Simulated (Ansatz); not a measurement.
TiGe (rock salt, Fm-3m) at seven volumes, plane-wave PAW PBE (Ansatz code), scaled uniformly. One row is withheld.

```
V (Å³/atom)  P (GPa)
-----------  -------
15.935             ?
16.461          7.69
16.986          3.55
17.511          0.00
18.037         -3.04
18.562         -5.65
19.087         -7.88
```

Task: Fit the shown pressures and predict the withheld one.

Result: P = (3/2)B₀(x^(7/2) − x^(5/2))[1 + (3/4)(B′ − 4)(x − 1)] with x = (V₀/V)^(2/3). Least squares on the six rows gives V₀ = 17.511 Å³/atom, B₀ = 109 GPa, B′ = 4.15. At V = 15.935, x = 1.0649 and P = 12.51 GPa. The run itself gave 12.52 GPa.

A made-up cell: these elements were put on the sites of a structure type; neither database checked (COD, Materials Project) lists it. Its standing as an ambient phase is unchecked. The cell was relaxed with PBE under the symmetry of its start; whether a distortion lowers the energy is not shown. No spin polarisation was allowed.

Potentials: the later of the program's two PAW sets.
